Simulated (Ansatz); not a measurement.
MgSnAs2 (chalcopyrite, I-42d), a = 6.085 Å, b = 6.085 Å, c = 11.891 Å, α = 90.00°, β = 90.00°, γ = 90.00°; the cell used has 8 atoms.

Relaxed with PBEsol. The program Ansatz at the PBEsol level (PAW) gives a gap of 0.48 eV.

What gap does HSE06 give on the same cell (Ansatz, PAW)?

1.26 eV, 0.79 eV more. The hybrid was solved on a coarser mesh and at special points; its gap is the smallest among all of these.

```csv
k,v1 PBEsol,c1 PBEsol,v1 HSE06,c1 HSE06
Γ,0.00,0.48,0.00,1.26
M,-0.90,1.38,___,___
X,-0.54,1.08,-0.62,1.82
P,-0.78,1.51,___,___
N,-0.69,2.16,___,___
S0,-0.56,1.61,-0.64,2.34
R,-0.74,1.42,___,___
```

Top valence (v1) and lowest conduction level (c1) in eV from each method's valence maximum (which need not be a listed point): supply the withheld HSE06 values.


- N, v1 HSE06: -0.78
- N, c1 HSE06: 2.95
- P, v1 HSE06: -0.86
- P, c1 HSE06: 2.23
- M, v1 HSE06: -1.03
- M, c1 HSE06: 2.11
- R, v1 HSE06: -0.83
- R, c1 HSE06: 2.17

Cost on shared cores: the PBEsol run (SCF on a 7×7×7 mesh, then bands and DOS) very roughly 5 core-minutes, the HSE06 run (SCF on 4×4×4, then a few points) very roughly 16 core-minutes; the tasks are unlike.

The workflow started from a Materials Project entry (that database holds measured and hypothetical structures alike); the Crystallography Open Database copy checked does not list it. Its standing as an ambient phase is unchecked. Symmetry was held in the PBEsol relaxation; whether a distortion lowers the energy is not shown. Spin–orbit coupling is left out wherever it is not named.

Potentials: the later of the program's two PAW sets.
